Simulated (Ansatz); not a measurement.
HgO (NiAs type, P6_3/mmc) at seven volumes, the program Ansatz at the PBE level (PAW), shape and atoms relaxed at each. One row is withheld.

```
V (Å³/atom)  P (GPa)
-----------  -------
13.846         12.37
14.302          7.52
14.758          3.44
15.215          0.00
15.671         -2.89
16.128             ?
16.584         -7.30
```

Fit the shown pressures and predict the withheld one.

P = (3/2)B₀(x^(7/2) − x^(5/2))[1 + (3/4)(B′ − 4)(x − 1)] with x = (V₀/V)^(2/3). Least squares on the six rows gives V₀ = 15.215 Å³/atom, B₀ = 104 GPa, B′ = 4.84. At V = 16.128, x = 0.9619 and P = -5.26 GPa. The run itself gave -5.30 GPa.

A made-up cell: these elements were put on the sites of a structure type; neither database checked (COD, Materials Project) lists it. COD files the formula under space group No. 44, 62, so this cell is another polymorph or a model. Whether it is the stable phase at ambient conditions was not checked. Symmetry was held in the PBE relaxation; whether a distortion lowers the energy is not shown. Spin–orbit coupling is left out wherever it is not named.

Potentials: the later of the program's two PAW sets.
